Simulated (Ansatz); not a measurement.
Ansatz input

```yaml
crystal:
  lattice:
    - [-1.6018150436, 1.6018150436, 1.6018150436]
    - [1.6018150436, -1.6018150436, 1.6018150436]
    - [1.6018150436, 1.6018150436, -1.6018150436]
  atoms:
    - { symbol: Pd, position: [0.0, 0.0, 0.0], spin: 0.5 }
hamiltonian:
  xc: pbesol
  pseudopotentials:
    kind: paw
    azcp:
      Pd: "pseudopotentials/Pd.paw.azcp"
basis:
  ecutwfc: 420
  fft_grid_basis: typed
kpoints:
  mp_grid: { grid: [16, 16, 16], shift: [0, 0, 0] }
magnetization:
  spin_polarized: true
scf:
  occupations: { method: fermi_dirac, width: 0.05 }
  lower_state_search: "off"
output:
  stress: true
```

and its output:

```
Warning: the record states the generating functional pbe (its physics header spells it `PBE`), which answers neither for hamiltonian.xc's functional nor for the pbesol family's — results may be inconsistent (PPs are generated against a specific XC)
Engine: ansatz 0.2.0, aarch64-unknown-linux-gnu
Pseudopotentials: kind: paw
Pseudopotential: Pd, paw, valence charge 18, recommended cutoff 420 eV (normal) 
Functional definition: PBEsol
  exchange = pbesol_x
  correlation = pbesol_c
Crystal: 1 atoms, lattice volume = 16.440 Å³
Basis set: ecut = 420 eV, 321 PW (Γ)
Bands: 14, of which v1, the nominal top of the filled ones, is band 9 counted from 1 (8 counted from 0)
Symmetry: 48 space group operations
Space group: Im-3m (ITA 229), of the structure as read, at distance tolerance 2.5e-5 Å
Magnetic group: BNS 229.140 (UNI 1642), of the structure as read, at distance tolerance 2.5e-5 Å
k-points: 145 of 4096
Non-local potential: Pd, projectors of the file, l = 0: 2, l = 1: 2, l = 2: 2, l = 3: 1
PAW form: soft (Blöchl's): semilocal exchange-correlation on the pseudo side does not see the compensation charge
PAW frozen core: Pd, regenerated for the run's functional, and the local potential with it (the file was generated under x = pbe(κ = 0.804, μ = 0.2195149727645171), c = pbe(β = 0.06672455060314922))
PAW one-centre angular grid: Pd, 590 points (default); XC on 64 Gauss nodes
Initial density: superposition of atomic densities (chi_scale 0.1, normalization cell)
Starting moments: Σ|m| = 0.5 μB on 1 of 1 site
Initial wavefunctions: pseudopotential atomic-orbital guess
Functional: x = pbesol(κ = 0.804, μ = 0.12345679012345678), c = pbesol(β = 0.046)
SCF iter   1: F=—  HF=-6907.646872 eV  |F-HF|=—  |Δ(HF+E_count)|=         —  Δρ=9.63e-2 (↑9.63e-2 ↓6.81e-2)  dr2=4.52e0  dr2_m=5.28e-2  M=0.234 μB ∫|m|=0.240 μB  β_m=0.30  ethr=3.10e-3  ⟨swp⟩=5.1  Hψ=20993  notcnv=0
SCF iter   2: F=—  HF=-6906.526815 eV  |F-HF|=—  |Δ(HF+E_count)|=    1.12e0  Δρ=2.51e-2 (↑2.46e-2 ↓2.51e-2)  dr2=1.40e-1  dr2_m=2.88e-2  M=0.217 μB ∫|m|=0.225 μB  β_m=0.30  ethr=3.10e-3  ⟨swp⟩=3.0  Hψ=10268  notcnv=0  defer=155
SCF iter   3: F=—  HF=-6906.498646 eV  |F-HF|=—  |Δ(HF+E_count)|=   2.82e-2  Δρ=1.92e-2 (↑1.47e-2 ↓1.92e-2)  dr2=3.75e-2  dr2_m=1.96e-2  M=0.189 μB ∫|m|=0.200 μB  β_m=0.30  ethr=7.79e-4  ⟨swp⟩=1.1  Hψ=4813  notcnv=0  defer=155
SCF iter   4: F=—  HF=-6906.485511 eV  |F-HF|=—  |Δ(HF+E_count)|=   1.31e-2  Δρ=9.71e-3 (↑9.71e-3 ↓9.20e-3)  dr2=9.31e-5  dr2_m=1.34e-2  M=0.167 μB ∫|m|=0.178 μB  β_m=0.30  ethr=2.08e-4  ⟨swp⟩=3.0  Hψ=7723  notcnv=0  defer=158
SCF iter   5: F=—  HF=-6906.487279 eV  |F-HF|=—  |Δ(HF+E_count)|=   1.77e-3  Δρ=7.91e-3 (↑7.79e-3 ↓7.91e-3)  dr2=1.35e-5  dr2_m=9.27e-3  M=0.149 μB ∫|m|=0.161 μB  β_m=0.30  ethr=5.17e-7  ⟨swp⟩=1.7  Hψ=4958  notcnv=0  defer=158
SCF iter   6: F=—  HF=-6906.488510 eV  |F-HF|=—  |Δ(HF+E_count)|=   1.23e-3  Δρ=6.62e-3 (↑6.62e-3 ↓6.54e-3)  dr2=1.54e-6  dr2_m=6.53e-3  M=0.134 μB ∫|m|=0.145 μB  β_m=0.30  ethr=7.48e-8  ⟨swp⟩=2.1  Hψ=5518  notcnv=0  defer=158
SCF iter   7: F=—  HF=-6906.489371 eV  |F-HF|=—  |Δ(HF+E_count)|=   8.61e-4  Δρ=5.60e-3 (↑5.58e-3 ↓5.60e-3)  dr2=1.42e-7  dr2_m=4.72e-3  M=0.120 μB ∫|m|=0.131 μB  β_m=0.30  ethr=8.54e-9  ⟨swp⟩=2.2  Hψ=6364  notcnv=0  defer=158
SCF iter   8: F=—  HF=-6906.490002 eV  |F-HF|=—  |Δ(HF+E_count)|=   6.31e-4  Δρ=4.81e-3 (↑4.79e-3 ↓4.81e-3)  dr2=1.30e-7  dr2_m=3.48e-3  M=0.108 μB ∫|m|=0.118 μB  β_m=0.30  ethr=5.56e-10  ⟨swp⟩=4.9  Hψ=12545  notcnv=0
Mixer restart at iter 8: flushing history
spin-set hold released at iteration 8 (site moments contracting): the magnetisation degrees of freedom join the quasi-Newton model from the next iteration; the mixer history was flushed
SCF iter   9: F=—  HF=-6906.490477 eV  |F-HF|=—  |Δ(HF+E_count)|=   4.74e-4  Δρ=4.17e-3 (↑4.16e-3 ↓4.17e-3)  dr2=1.16e-7  dr2_m=2.61e-3  M=0.098 μB ∫|m|=0.107 μB  β_m=0.34  ethr=7.22e-10  ⟨swp⟩=3.1  Hψ=7527  notcnv=0  defer=158
SCF iter  10: F=—  HF=-6906.491654 eV  |F-HF|=—  |Δ(HF+E_count)|=   1.18e-3  Δρ=2.27e-3 (↑2.27e-3 ↓2.27e-3)  dr2=1.60e-8  dr2_m=7.77e-4  M=0.060 μB ∫|m|=0.066 μB  β_m=0.82  ethr=5.56e-10  ⟨swp⟩=2.0  Hψ=16772  notcnv=0
SCF iter  11: F=—  HF=-6906.492304 eV  |F-HF|=—  |Δ(HF+E_count)|=   6.50e-4  Δρ=1.85e-4 (↑1.85e-4 ↓1.78e-4)  dr2=1.86e-8  dr2_m=4.94e-6  M=0.005 μB ∫|m|=0.006 μB  β_m=0.91  ethr=8.86e-11  ⟨swp⟩=5.7  Hψ=15045  notcnv=0
iter 12 did not close the SCF: its close was put off for a magnetic moment that had not settled (scf_convergence_deferred on its scf_iter line)
SCF iter  12: F=-6906.492310 eV  HF=-6906.492310 eV  |F-HF|=8.42e-9  |Δ(HF+E_count)|=   6.25e-6  Δρ=1.08e-5 (↑5.43e-6 ↓1.08e-5)  dr2=1.30e-8  dr2_m=7.35e-9  M=-0.000 μB ∫|m|=0.000 μB  β_m=0.89  ethr=8.86e-11  ⟨swp⟩=4.4  Hψ=13295  notcnv=0
iter 13 did not close the SCF: its close was put off for a magnetic moment that had not settled (scf_convergence_deferred on its scf_iter line)
SCF iter  13: F=-6906.492310 eV  HF=-6906.492310 eV  |F-HF|=3.48e-8  |Δ(HF+E_count)|=   1.51e-8  Δρ=8.42e-6 (↑7.76e-6 ↓8.42e-6)  dr2=3.95e-8  dr2_m=7.15e-11  M=-0.000 μB ∫|m|=0.000 μB  β_m=0.61  ethr=7.22e-11  ⟨swp⟩=1.2  Hψ=11850  notcnv=0
iter 14 did not close the SCF: its close was put off for a magnetic moment that had not settled (scf_convergence_deferred on its scf_iter line)
SCF iter  14: F=-6906.492310 eV  HF=-6906.492310 eV  |F-HF|=5.46e-12  |Δ(HF+E_count)|=   1.11e-8  Δρ=1.22e-6 (↑7.09e-7 ↓1.22e-6)  dr2=2.59e-10  dr2_m=8.60e-11  M=-0.000 μB ∫|m|=0.000 μB  β_m=0.81  ethr=7.22e-11  ⟨swp⟩=1.5  Hψ=11807  notcnv=0
SCF iter  15: F=-6906.492310 eV  HF=-6906.492310 eV  |F-HF|=3.64e-12  |Δ(HF+E_count)|=  2.00e-10  Δρ=1.24e-7 (↑1.19e-7 ↓1.24e-7)  dr2=1.99e-14  dr2_m=2.19e-12  M=0.000 μB ∫|m|=0.000 μB  ethr=1.44e-12  ⟨swp⟩=1.0  Hψ=10414  notcnv=0
WARN: the starting moments were not kept: the SCF closed with an absolute magnetisation of 2.3e-6 μB, where they sum to 0.5 μB in size (1 site). That is at most 0.1 of that sum. Measured as dr2_m measures the in/out step, that magnetisation stands 2.5e-12 eV from none, at or under the dr2_threshold of 1.0e-7 eV: it is no larger than a step whose dr2_m would equal this threshold. The system may hold no moment; this SCF shows only that its start led to no more than that. To try another start: raise the starting moments (crystal.atoms[].spin, magnetization.per_species, magnetization.initial_magnetization, or on a non-collinear deck that types none of these the spinor_matrix: blocks that start its atoms; where the total moment is fixed, keep their sum and leave initial_magnetization as it is; typed ones take the place of any that the run laid by itself, positive ones on a crystal's lanthanoids without a Hubbard term where scf.initial_density.shell_occupations: [] is typed) or, if the notice of its spin-set hold's release reads "site moments contracting" or "site moments show no strong build", lengthen the hold (scf.mixing.spin_hold: { on: { confirm: 4 } }; for m-r²SCAN on two components see the key's manual first). Each may lead to a state that holds a moment. A second SCF, from the converged charge density, with the starting moments and any scf.initial_density.shell_occupations laid on it anew, would have followed, and was not run: the deck does not ask for one (magnetization.retry_lost_moments is false, the default). To let it run, set magnetization.retry_lost_moments: true and run the deck again, where that key's refused combinations let it; where memory then withholds it, that run's warning says so.
SCF 1 converged in 15 iterations: F = -6906.492310 eV  dr2 = 1.99e-14
SCF converged after 15 iterations
Magnetization: 0.0000 μB (9.0000 up, 9.0000 down)
Absolute magnetization: 0.0000 μB (∫|ρ↑−ρ↓|, with the PAW one-centre terms)
Spin contamination: 0.0000 ħ² per cell (⟨S²⟩ above its minimum at these occupations)
Per-site moments (μB) at R_I (Å): [(1.422905288470664e-6, 1.1444503289353845)]
Free energy (F): -6906.492310 eV
Harris-Foulkes:  -6906.492310 eV  (|F-HF|=3.64e-12)
Internal energy: -6906.479860 eV  (E = F + TS)
E sigma→0 (E₀):  -6906.486085 eV
Entropy (-TS):   -0.012450 eV (-12.450 meV/atom)
Fermi energy:    16.936736 eV
--- Per-component energies (eV) ---
  E_band       = -181.184276
  E_kinetic    = 511.328975
  E_local      = -1900.060048  (includes V_loc(G=0)·N_el)
  E_nonlocal   = 219.734756
  E_hartree    = 763.506642
  E_xc         = -166.427228
  E_vxc        = -209.491248  (∫ρ·V_xc dr)
  E_paw        = -3684.935899  (= ΣΔE_a)
  E_vpaw       = -329.710194  (= ΣTr[D̂ρ^β])
  E_aug_tail   = 0.000199  (compensation charges beyond the density's cutoff)
  E_ewald      = -2649.929783
  E_core_change = 0.302524  (= ΣΔE_core)
  E_smearing   = -0.012450  (= −TS)
  E_closure    = 0.000000  (closes the sum)
  Σ components = -6906.492310   (vs F -6906.492310, Δ=0.00e0)
--- Stress (GPa, compression-positive) ---
      -16.523969       0.000000      -0.000000
        0.000000     -16.523969      -0.000000
        0.000000      -0.000000     -16.523969
  P = ⅓ Tr σ = -16.5240 GPa (-165.240 kbar)
```
